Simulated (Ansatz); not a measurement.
# Cd$_{5}$Au$_{3}$, a strained cell with displaced atoms

```yaml
crystal:
  lattice:
    - [0.03140, -0.01838, 5.35202]
    - [5.33113, -5.38191, 2.72590]
    - [5.23763, 5.31980, -2.66297]
  atoms:
    - { symbol: Au, position: [0.68068, 0.49256, 0.84851] }
    - { symbol: Au, position: [0.17206, 0.16751, 0.51210] }
    - { symbol: Au, position: [0.32586, 0.50760, 0.15307] }
    - { symbol: Au, position: [0.83850, 0.83680, 0.48946] }
    - { symbol: Au, position: [0.21164, 0.99881, 0.00060] }
    - { symbol: Au, position: [0.75436, 0.98914, 0.98812] }
    - { symbol: Cd, position: [0.23716, 0.86151, 0.31043] }
    - { symbol: Cd, position: [0.06590, 0.70064, 0.85030] }
    - { symbol: Cd, position: [0.78763, 0.15295, 0.70355] }
    - { symbol: Cd, position: [0.92445, 0.30935, 0.15388] }
    - { symbol: Cd, position: [0.26427, 0.30951, 0.84742] }
    - { symbol: Cd, position: [0.42424, 0.83880, 0.69688] }
    - { symbol: Cd, position: [0.71077, 0.71146, 0.14504] }
    - { symbol: Cd, position: [0.57859, 0.14070, 0.31153] }
    - { symbol: Cd, position: [0.75640, 0.49723, 0.48032] }
    - { symbol: Cd, position: [0.23693, 0.50876, 0.49401] }
```

Method: r2SCAN, no spin polarisation; PAW, plane waves to 500 eV, 4×3×3 (shifted by 0, 0.5, 0 steps) mesh, fermi-dirac occupations (width 0.1 eV) (Ansatz 0.2.0), atoms fixed.

Electronic structure: It is a metal, with about 3.6 states/eV a cell as the mean within 0.25 eV of the Fermi level.
Stress: The pressure is 6.5 GPa (compression positive), so with the atoms held at these fractions the cell would first expand; the forces are large, so a full relaxation may end otherwise. The principal stresses 5.3, 6.8, 7.3 GPa differ, so its shape would change too.
Contacts: Au–Au at 2.44 Å: least valence density 0.67 e/Å³ and ELF 0.29 there. Cd–Cd at 2.57 Å: least valence density 0.37 e/Å³ and ELF 0.19 there. Au–Cd at 2.67 Å: least valence density 0.37 e/Å³ and ELF 0.22 there. These are pseudo-fields; inside the PAW spheres they differ from the all-electron ones.
Formation energy: -0.14 eV an atom against the elements' usual phases (free molecules for gases, crystals otherwise, with no correction for O₂ or N₂), so it is bound against them; other compounds may still compete. Relaxing would lower it.
Forces: The largest is on Au5: 3.96 eV/Å, components (0.41, -0.10, 3.93). It makes 177° with the line to a nearest neighbour, Au6 at 2.44 Å, pointing away from it.

Origin: a strained cell with displaced atoms, so it need not be a known compound. Caveats: the k mesh is coarse if the cell is a metal; atoms or cell far from equilibrium.
